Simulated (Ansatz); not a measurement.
A generator proposed this cell of BiSb2.

Space group R-3m:H (No. 166). a = 4.371 Å, b = 4.371 Å, c = 20.893 Å, α = 90.00°, β = 90.00°, γ = 120.00°
```csv
atom,site,symmetry,x,y,z
Sb,6c,3m,0.0000,0.0000,0.7472
Bi,3b,-3m,0.6667,0.3333,0.8333
```

Level of theory: DFT PBE+D3(BJ), scalar-relativistic, plane waves, PAW (Ansatz). Settings: cutoff 420 eV, Γ-centred mesh 6×6×6 on the computed 3-atom cell, Gaussian smearing of 0.10 eV; no spin polarisation.

Energies over the elements count from the elements' standard structures at the same level, with no fitted energy shifts.

Question: What does a single point on this coarse mesh give?

Answer: The pressure is -2.8 GPa (the mean over three directions, positive in compression), the largest force is 0.96 eV/Å, and the energy is +0.55 eV/atom against the elements. The shortest distance is 3.10 Å.

Question: Is it a good guess?

Answer: A rough one: relaxing gains about 0.42 eV/atom (the start's value is from the coarse mesh, so the gain is rough) in 13 ionic steps and ends at +0.13 eV/atom on the finer mesh. The symmetry stays R-3m (No. 166). The end has the cadmium chloride type. The volume per atom shrinks by 21.3 %, from 38.4 to 30.2 Å³. The shortest distance goes from 3.10 Å (Bi–Sb) to 3.09 Å (Sb–Sb). Conventional cell: a = 4.130 Å, c = 18.422 Å. Sb has 3 Sb at 3.09 Å and 3 Bi at 3.17 Å; Bi is surrounded by 6 Sb at 3.17 Å.

The last run used a 12×12×12 mesh for its 3-atom cell and Gaussian smearing of 0.10 eV. Spin–orbit coupling, which can matter for Bi and Sb, is left out. The relaxation can't lower the symmetry of the start, and the grade says only how near the guess is to its own end. A structure relaxed within its symmetry needn't be a true minimum.
